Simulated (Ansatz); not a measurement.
CdSe2:
```
CELL_PARAMETERS angstrom
      6.67944     0.00000     0.00000
      0.00000     6.67944     0.00000
      0.00000     0.00000     6.67944
ATOMIC_POSITIONS crystal
  Cd 0.50000 0.50000 0.00000
  Cd 0.00000 0.50000 0.50000
  Cd 0.00000 0.00000 0.00000
  Cd 0.50000 0.00000 0.50000
  Se 0.10248 0.89752 0.39752
  Se 0.89752 0.10248 0.60248
  Se 0.39752 0.10248 0.89752
  Se 0.60248 0.89752 0.10248
  Se 0.60248 0.60248 0.60248
  Se 0.39752 0.39752 0.39752
  Se 0.89752 0.39752 0.10248
  Se 0.10248 0.60248 0.89752
```

Relaxed with r²SCAN. Special points in fractions of this cell's reciprocal vectors: Γ (0.000, 0.000, 0.000); X (0.000, 0.500, 0.000); M (0.500, 0.500, 0.000); R (0.500, 0.500, 0.500); X1 (0.500, 0.000, 0.000).

Q: List the band energies nearest the valence-band maximum at these points for plane-wave PAW r²SCAN (Ansatz code).

A: In eV from the valence-band maximum; about four levels below and three above (degenerate sets whole), none deeper than 8.9 eV; points with the same levels are listed once.

```json
[
 {"k": "Γ", "below": "-0.54 -0.54 -0.54 0.00 0.00", "above": "1.57 1.59 2.22 2.22 2.22"},
 {"k": "X", "below": "-1.48 -1.48 -0.19 -0.19", "above": "1.48 1.48 1.72 1.72"},
 {"k": "M", "below": "-1.37 -1.37 -1.37 -1.37", "above": "1.57 1.57 1.57 1.57"},
 {"k": "R", "below": "-1.97 -1.97 -1.97 -1.97", "above": "2.08 2.08 2.08 2.08"}
]
```

Space group Pa-3. The first step of the workflow began from a Materials Project structure, measured or hypothetical; the Crystallography Open Database copy checked does not list it. Whether it is the stable phase at ambient conditions was not checked. Symmetry was held in the r²SCAN relaxation; whether a distortion lowers the energy is not shown. Spin–orbit coupling is left out wherever it is not named.

Potentials: the later of the program's two PAW sets.
